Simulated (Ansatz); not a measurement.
ZnGaNO:
```yaml
crystal:
  lattice:
    - [3.24442, 0.00000, 0.00000]
    - [-1.62221, 2.80975, 0.00000]
    - [0.00000, 0.00000, 5.26450]
  atoms:
    - { symbol: Ga, position: [0.33333, 0.66667, 0.02216] }
    - { symbol: N, position: [0.33333, 0.66667, 0.37111] }
    - { symbol: Zn, position: [0.66667, 0.33333, 0.47166] }
    - { symbol: O, position: [0.66667, 0.33333, 0.88822] }
```

Relaxed with r²SCAN.

Give the Bader charges and basin volumes of the independent atoms, DFT-r²SCAN in the program Ansatz with PAW potentials.



```json
[
 {"atom": "Ga1", "Bader charge (e)": "+1.71", "Bader volume (Å³)": "9.9"},
 {"atom": "N2", "Bader charge (e)": "-1.54", "Bader volume (Å³)": "13.6"},
 {"atom": "Zn3", "Bader charge (e)": "+1.14", "Bader volume (Å³)": "10.7"},
 {"atom": "O4", "Bader charge (e)": "-1.31", "Bader volume (Å³)": "13.7"}
]
```

Space group P3m1. The start of the workflow was typed in or built on a structure type; the Crystallography Open Database copy checked does not list it. Whether it is the stable phase at ambient conditions was not checked. The cell was relaxed with r²SCAN under the symmetry of its start; whether a distortion lowers the energy is not shown.

Potentials: the later of the program's two PAW sets.
